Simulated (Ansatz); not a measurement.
PdOS, PdOSe, PdOTe: one prototype (Janus 1T monolayer), with S, Se, Te on the same site. Each was relaxed with r2SCAN in Ansatz, and the gaps are read on those cells (d direct, i indirect). The cells were built from prototypes, so some may not be known phases; spin polarisation is off.

```csv
compound,a (Å),"gap, PBE (eV)","gap, r2SCAN (eV)","gap, HSE06 (eV)"
PdOS,3.290,0.83 i (K–Γ (0.60) → K),0.99 i (K–Γ (0.62) → K),1.83 i (K–Γ (0.62) → K)
PdOSe,3.379,0.38 i (K–Γ (0.60) → K),0.51 i (K–Γ (0.59) → K),1.22 i (K–Γ (0.59) → K)
PdOTe,3.583,none (overlap 0.12),none (overlap 0.04),0.43 i (K–Γ (0.50) → K)
```

From PdOS to PdOSe, a changes by +0.089 Å and the HSE06 gap by -0.61 eV. From PdOSe to PdOTe, a changes by +0.204 Å and the HSE06 gap by -0.79 eV.

No spin-orbit coupling is included; it can move band edges with weight on the heavy atoms by tenths of an eV.

Overlapping bands make a metal at that level, for which these meshes are coarse; small forces, stresses and energy differences are uncertain. A small overlap in a semilocal functional can be an artefact that a hybrid or GW lifts.

Where an edge lies off the special points, it is a point of the mesh or the k point where a search put PBE's edge or least direct gap, reused for the other functionals, whose own edges may lie a little apart.

The meshes of the hybrids are coarse, so their gaps aren't converged to the digits shown.

For some runs the program warns that the potential is rough where the density is thin, which bears on empty states near the vacuum.
